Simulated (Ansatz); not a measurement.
**What DFT gives for SrHAu**

```
CELL_PARAMETERS angstrom
3.91958 0.00000 0.00000
0.00000 3.91958 0.00000
0.00000 0.00000 7.57732
ATOMIC_POSITIONS crystal
Sr 0.00000 0.50000 0.20000
Sr 0.50000 0.00000 0.80000
H 0.00000 0.00000 0.00000
H 0.50000 0.50000 0.00000
Au 0.00000 0.50000 0.70000
Au 0.50000 0.00000 0.30000
```

Method: r2SCAN, no spin polarisation; PAW, plane waves to 500 eV, 7×7×4 Γ-centred mesh, gaussian occupations (width 0.1875 eV) (Ansatz 0.2.0), atoms fixed.

Which atom feels the largest force, and which way?

The largest is on Au5 (and as large on other atoms): 1.41 eV/Å, components (0.00, 0.00, -1.41). It makes 105° with the line to a nearest neighbour, Sr2 at 2.87 Å.

What is the band gap?

The gap is 0.83 eV, direct at the points sampled. A semilocal functional usually gives too small a gap.

Is it stable against the elements?

-0.34 eV an atom against the elements' usual phases (free molecules for gases, crystals otherwise, with no correction for O₂ or N₂), so it is bound against them; other compounds may still compete. Relaxing would lower it.

What does the stress say?

The pressure is 9.2 GPa (compression positive), so with the atoms held at these fractions the cell would first expand; the forces are large, so a full relaxation may end otherwise. The principal stresses -1.5, 14.6, 14.6 GPa differ, so its shape would change too.

How is the charge shared?

Bader charges in e: Sr +1.42, H -0.65, Au -0.77. In the mean Sr gives up most and Au takes most.

Origin: a known structure type with other elements, at an estimated volume, so it need not be a known compound. Caveats: no spin-orbit coupling, which can shift this gap by tenths of an eV; wide smearing.
